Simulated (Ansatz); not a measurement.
**Contact densities of Si₂Mo against volume**

```xyz
3
Lattice="-1.6000 1.6000 3.9305 1.6000 -1.6000 3.9305 1.6000 1.6000 -3.9305" Properties=species:S:1:pos:R:3 pbc="T T T"
Si    0.0000    0.0000    2.6177
Si    0.0000    0.0000    5.2433
Mo    0.0000    0.0000    0.0000
```

Atom numbers follow the list: Si1, Si2, Mo3.

The conventional cell has a = 3.200 Å, b = 3.200 Å, c = 7.861 Å, α = 90.00°, β = 90.00°, γ = 90.00°. Si (atom 1) has 5 Si at 2.61 to 2.63 Å and 5 Mo at 2.62 Å as nearest neighbours. Mo (atom 3) is surrounded by 10 Si at 2.62 Å.

The geometry is COD entry 1010282, unchecked; take it as a test cell. It is an old determination, and later ones may differ.

Computed with DFT, PBEsol, all-electron PAW with datasets made for the crystal, scalar-relativistic (Ansatz 0.2.0).

Sampling and basis: a Γ-centred 12×12×16 k mesh, Fermi–Dirac smearing of 0.03 eV, cutoff 300 eV (chosen by the program for this cell), no spin polarisation; this mesh doesn't keep the crystal's whole symmetry, which leaves small spurious terms.

The contact density is the mean electron density over the nuclear volume; its changes follow the s electrons' response to bonding and compression. Changes below are taken from the unscaled cell, where it is 12770.2 e/Å³ at Si1, 594347 e/Å³ at Mo3.

The datasets are made afresh for each cell, so very small changes are uncertain.

(1) Does compression raise or lower the contact density at Si1?

(2) Tabulate the changes with volume.

Answers

(1) It lowers it, by 0.91 e/Å³ over the whole range.

(2) 
| V/V(cell) | P (GPa) | Δρ(0) Si1 (e/Å³) | Δρ(0) Mo3 (e/Å³) |
| --- | --- | --- | --- |
| 0.9400 | 12.2 | -0.52 | 2.26 |
| 0.9800 | 1.7 | -0.18 | 0.73 |
| 1.0000 | -2.7 | 0.00 | 0.00 |
| 1.0100 | -4.8 | 0.10 | -0.36 |
| 1.0400 | -10.3 | 0.39 | -1.40 |
